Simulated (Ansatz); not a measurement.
AgW: computed property card

AgW:
```yaml
crystal:
  lattice:
    - [2.66559, 0.00000, 0.00000]
    - [0.00000, 2.66559, 0.00000]
    - [0.00000, 0.00000, 4.55420]
  atoms:
    - { symbol: Ag, position: [0.00000, 0.00000, 0.00000] }
    - { symbol: W, position: [0.50000, 0.50000, 0.50000] }
```

Space group P4/mmm (No. 123), L1₀ or tetragonal B2; conventional cell a = b = 2.666 Å, c = 4.554 Å, α = β = γ = 90.00°.

Method: plane-wave PAW r²SCAN (Ansatz code). Geometry: relaxed at this level of theory. Other levels are named where they apply.

### Cell and energy

Volume per atom: 16.18 Å³
Density: 14.97 g/cm³
Formation energy from the elements (no fitted shifts): 0.75 eV/atom

### Electronic structure

- Electronic character = metallic (no gap)
- Density of states at the Fermi level = 0.69 states/eV per atom (mean over ±0.08 eV)
- Gap with spin–orbit coupling = none (metallic)

### Mechanics

Bulk modulus (Birch–Murnaghan fit): 202 GPa
Pressure derivative B′: 5.2
Elastic constants (relaxed ions, GPa): C11 = 438, C12 = 111, C13 = 134, C33 = 265, C44 = 93.9, C66 = -12.5
Mechanical stability: unstable (C has a negative eigenvalue)

### Charges

* **Bader charges**: Ag -0.28, W +0.28 e

The start of the workflow was typed in or built on a structure type; neither database checked (COD, Materials Project) lists it. Whether it is the stable phase at ambient conditions was not checked. The r²SCAN relaxation kept the symmetry of its start. No spin polarisation was allowed. Its formation energy is positive at this level, so the cell may be metastable or incomplete. As this level gives no gap, shear constants depend on the k-mesh and smearing (Fermi–Dirac, 0.1 eV here). Axis ratios of metals converge slowly with the k-mesh, so a and c are less sure than the volume. On the denser mesh and wider smearing of the elastic run this cell carries a stress of 0.7 GPa. The references are the lowest solids computed at this level, not always the standard phases. Spin–orbit coupling is left out wherever it is not named.

Potentials: the later of the program's two PAW sets.
